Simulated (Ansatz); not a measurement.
**Kick test of a cell of SiGe3**

The cell was found from a structure generator's guess, not taken from experiment.

Computed with Ansatz 0.2.0, DFT PBE, scalar-relativistic, plane waves, PAW. Plane waves to 420 eV, a k mesh through Γ of 10×10×6 on the computed 4-atom cell and Gaussian smearing (0.01 eV); no spin polarisation.

The cell below (4 atoms, space group P-4m2 (No. 115)) is relaxed within its symmetry.

```xyz
4
Lattice="4.0126 0.0000 0.0000 0.0000 4.0126 0.0000 0.0000 0.0000 5.6798" Properties=species:S:1:pos:R:3 pbc="T T T"
Si    2.0063    2.0063    2.8399
Ge    0.0000    0.0000    0.0000
Ge    2.0063    0.0000    4.2232
Ge    0.0000    2.0063    1.4566
```

For the test a repeat of it with 8 atoms (edges 4.01, 4.01, 11.36 Å) was strained at random (σ = 1.5 % a component), the atoms were moved at random (σ = 0.15 Å), and all was relaxed again on a coarse 6×6×2 mesh (in the run’s order of axes) with 0.20 eV smearing, with no symmetry imposed.

Question: Is the structure stable against such a distortion?

Answer: It returns, within 1 meV/atom of the unmoved cell on that mesh and with the same symmetry when read at 0.1 Å. So it is stable against the distortions that fit this cell and that this random move excites. Modes that don't fit the cell aren't tested.
